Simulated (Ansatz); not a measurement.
Theory: Ansatz, DFT PBE, scalar-relativistic, plane waves, PAW. All cells share a 420 eV cutoff and Γ-centred k meshes spaced about 0.3 Å⁻¹ or finer (0.25 for metals, 2π included). No spin polarisation.

All energies are static (0 K, no zero-point motion).

Two relaxed structures of Hf2Ti2Ge3:

A.

```cif
data_structure
_symmetry_space_group_name_H-M 'R-3m:H'
_symmetry_Int_Tables_number 166
_cell_length_a 3.7976
_cell_length_b 3.7976
_cell_length_c 32.8041
_cell_angle_alpha 90.000
_cell_angle_beta 90.000
_cell_angle_gamma 120.000
_cell_volume 409.71
loop_
_atom_site_label
_atom_site_type_symbol
_atom_site_symmetry_multiplicity
_atom_site_Wyckoff_symbol
_atom_site_fract_x
_atom_site_fract_y
_atom_site_fract_z
_atom_site_occupancy
Hf1 Hf 6 c 0.33333 0.66667 0.95320 1
Ti1 Ti 6 c 0.33333 0.66667 0.80287 1
Ge1 Ge 3 a 0.00000 0.00000 0.00000 1
Ge2 Ge 6 c 0.66667 0.33333 0.76390 1
```

B.

```cif
data_structure
_symmetry_space_group_name_H-M 'I4/mmm'
_symmetry_Int_Tables_number 139
_cell_length_a 3.4814
_cell_length_b 3.4814
_cell_length_c 20.3752
_cell_angle_alpha 90.000
_cell_angle_beta 90.000
_cell_angle_gamma 90.000
_cell_volume 246.96
loop_
_atom_site_label
_atom_site_type_symbol
_atom_site_symmetry_multiplicity
_atom_site_Wyckoff_symbol
_atom_site_fract_x
_atom_site_fract_y
_atom_site_fract_z
_atom_site_occupancy
Hf1 Hf 4 e 0.50000 0.50000 0.07129 1
Ti1 Ti 4 e 0.00000 0.00000 0.28884 1
Ge1 Ge 4 e 0.50000 0.50000 0.34443 1
Ge2 Ge 2 a 0.00000 0.00000 0.00000 1
```

Question: Which form is favoured at zero pressure, and by what margin per atom?

Answer: B is lower, by 112 meV/atom. A has space group R-3m (No. 166), 19.5 Å³/atom and no gap on its mesh; B has space group I4/mmm (No. 139), 17.6 Å³/atom and no gap. Counting Ge atoms around Hf and Ti (those within 1.25 times the shortest such distance or 1.15 times the sum of covalent radii), A has Hf 6, Ti 3 and B has Hf 8, Ti 5. The denser one is the lower, and pressure would at first widen the difference. In A, around Hf lie 6 Ge at 2.68–2.75 Å and 3 Ti at 3.66 Å; around Ti lie 3 Ge at 2.54 Å, 3 Ti at 2.97 Å and 3 Hf at 3.66 Å; Ge on a site of symmetry -3m has 6 Hf at 2.68 Å; 1 more site not described. In B, around Hf lie 1 Ti at 2.85 Å, 8 Ge at 2.86–3.00 Å, 1 Hf at 2.91 Å and 4 Hf at 3.48 Å; Ti has 5 Ge at 2.71–2.72 Å, 1 Hf at 2.85 Å, 4 Ti at 2.93 Å and 4 Ti at 3.48 Å; Ge on a site of symmetry 4mm is surrounded by 5 Ti at 2.71–2.72 Å, 4 Hf at 3.00 Å, 1 Ge at 3.17 Å and 4 Ge at 3.48 Å; 1 more site not described. Both come from trial cells of a structure search, whose lowest cell (P-1, 17.9 Å³/atom) lies 35 meV/atom below the lower of the two.

Spin–orbit coupling, which can matter for Hf, is left out. Trial moments fell under 0.15 μB along the way in R-3m and I4/mmm; another start might hold them. With atoms moved at random, B (by 35 meV/atom) fell into a lower structure. A had no clear such test and can be a saddle point. Some candidate types were left out of the draw beforehand, so a known form may be missing.
